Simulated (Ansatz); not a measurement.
# TiSb: how the free axis answers a strain

TiSb, P6_3/mmc, a = 4.054 Å, c = 6.190 Å. The structure is a COD entry; whether it is the stable form wasn't checked. Ansatz: r2SCAN, PAW, 500 eV, Γ-centred 12×12×8 mesh on 4 atoms, Gaussian smearing 0.10 eV; no spin polarisation. Series: biaxial strain in the a-b plane, c and atoms relaxed; x is the strain in per cent. y is the change of c in per cent of 6.190 Å.

```
x (%) y (%)
 -3.0      ?
 -2.0   2.27
 -1.0   1.08
  0.0   0.00
  1.0  -1.01
  2.0  -1.95
  3.0  -2.83
```

Task: Fit y = c1 x + c2 x² to the other rows, say what c1 measures, and predict the missing y.

Result: Least squares on the rows shown. y = −1.055 x + 0.03795 x². With no stress along c, c1 = −2C13/C33 = -1.055. At x = -3.0 the fit asked for gives 3.51 %. The run gave 3.66 %, so the fit is 0.15 % too low, 2.3 % of the span of the series, against an rms of 0.009 % on the fitted rows. The row lies outside the fitted range. With a term in x³ added, a fit to the same known rows predicts 3.55 %, which recovers part of the miss; the known rows don't hold the rest.